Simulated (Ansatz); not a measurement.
Si3Bi4O12:
```cif
data_Bi8O24Si6
_chemical_formula_sum 'Si6 Bi8 O24'
_space_group_name_H-M_alt 'P 1'
_space_group_IT_number 1
_cell_length_a 8.90294
_cell_length_b 8.90294
_cell_length_c 8.90294
_cell_angle_alpha 109.471
_cell_angle_beta 109.471
_cell_angle_gamma 109.471
loop_
_space_group_symop_operation_xyz
  'x, y, z'
loop_
_atom_site_label
_atom_site_type_symbol
_atom_site_fract_x
_atom_site_fract_y
_atom_site_fract_z
_atom_site_occupancy
Si1 Si 0.62500 0.37500 0.25000 1
Si2 Si 0.87500 0.12500 0.75000 1
Si3 Si 0.25000 0.62500 0.37500 1
Si4 Si 0.75000 0.87500 0.12500 1
Si5 Si 0.37500 0.25000 0.62500 1
Si6 Si 0.12500 0.75000 0.87500 1
Bi1 Bi 0.50000 0.00000 0.33533 1
Bi2 Bi 0.00000 0.83533 0.50000 1
Bi3 Bi 0.16467 0.16467 0.16467 1
Bi4 Bi 0.83533 0.50000 0.00000 1
Bi5 Bi 0.00000 0.33533 0.50000 1
Bi6 Bi 0.50000 0.00000 0.83533 1
Bi7 Bi 0.33533 0.50000 0.00000 1
Bi8 Bi 0.66467 0.66467 0.66467 1
O1 O 0.34945 0.19140 0.41921 1
O2 O 0.80860 0.72781 0.15805 1
O3 O 0.27219 0.93023 0.08079 1
O4 O 0.06977 0.65055 0.34195 1
O5 O 0.15055 0.56977 0.84195 1
O6 O 0.69140 0.84945 0.91921 1
O7 O 0.22781 0.30860 0.65805 1
O8 O 0.43023 0.77219 0.58079 1
O9 O 0.41921 0.34945 0.19140 1
O10 O 0.15805 0.80860 0.72781 1
O11 O 0.08079 0.27219 0.93023 1
O12 O 0.34195 0.06977 0.65055 1
O13 O 0.84195 0.15055 0.56977 1
O14 O 0.91921 0.69140 0.84945 1
O15 O 0.65805 0.22781 0.30860 1
O16 O 0.58079 0.43023 0.77219 1
O17 O 0.19140 0.41921 0.34945 1
O18 O 0.72781 0.15805 0.80860 1
O19 O 0.93023 0.08079 0.27219 1
O20 O 0.65055 0.34195 0.06977 1
O21 O 0.56977 0.84195 0.15055 1
O22 O 0.84945 0.91921 0.69140 1
O23 O 0.30860 0.65805 0.22781 1
O24 O 0.77219 0.58079 0.43023 1
```

This is the PBEsol-relaxed structure.

### Question
All from plane-wave PAW PBEsol (Ansatz code), unless another level is named. Predict the electronic dielectric constant ε∞ (DFPT).

### Answer
4.33.

### Question
Next, the Born charges (a third of the trace)?

### Answer
Si +3.63, Bi +4.30, O -2.34 e.

Space group I-43d. The first step of the workflow began from a Materials Project structure, measured or hypothetical; the Crystallography Open Database files this formula in space group No. 220, but the cells were not matched. Its standing as an ambient phase is unchecked. The cell was relaxed with PBEsol under the symmetry of its start; its stability against distortions is not shown here. Scalar-relativistic: spin–orbit coupling is off unless named, which matters more the heavier the elements.

Potentials: the later of the program's two PAW sets.
